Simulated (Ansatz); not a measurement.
Fe₂Si (MoSi2 or CaC2 type, I4/mmm), plane-wave PAW PBE (Ansatz code), all energies at zero smearing, with the estimated change up to a 700 eV cutoff added, with one set of potentials and settings (totals compare only within such a set). Cell of 3 atoms (2 Fe, 1 Si): -9597.562 eV.

```tsv
element	reference phase	E (eV/atom)
Fe	Im-3m, 1 atoms in the cell, spin-polarised	-4480.4888
Si	Fd-3m, 2 atoms in the cell	-635.8096
```

Formation energy per atom, worked out: (-9597.562 − 2×(-4480.4888) − 1×(-635.8096))/3 = -0.258 eV/atom (-25 kJ per mol of atoms), at 0 K, without zero-point energy or fitted corrections.

The workflow started from a Materials Project entry (that database holds measured and hypothetical structures alike); the Crystallography Open Database copy checked does not list it. Its standing as an ambient phase is unchecked. Symmetry was held in the PBE relaxation; whether a distortion lowers the energy is not shown. Magnetic state: ferromagnetic, chosen from 5 collinear starts compared on coarse meshes (ties went to the first, and starts can fall back to one state), not a proven ground state. The references are the lowest solids computed at this level, not always the standard phases.

Potentials: the later of the program's two PAW sets.
